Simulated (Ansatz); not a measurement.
ZnCu (CsCl type, Pm-3m) at seven volumes, the program Ansatz at the PBEsol level (PAW), scaled uniformly. One row is withheld.

```
V (Å³/atom)  P (GPa)
-----------  -------
11.189         16.37
11.558          9.91
11.927          4.52
12.296          0.00
12.665         -3.78
13.034             ?
13.402         -9.57
```

**Question.** Fit the shown pressures and predict the withheld one.

**Answer.** P = (3/2)B₀(x^(7/2) − x^(5/2))[1 + (3/4)(B′ − 4)(x − 1)] with x = (V₀/V)^(2/3). Least squares on the six rows gives V₀ = 12.296 Å³/atom, B₀ = 137 GPa, B′ = 4.94. At V = 13.034, x = 0.9619 and P = -6.92 GPa. The run itself gave -6.94 GPa.

The cell was relaxed with PBEsol under the symmetry of its start; of distortions, only those at the zone centre were tested. No spin polarisation was allowed.

Potentials: the later of the program's two PAW sets.
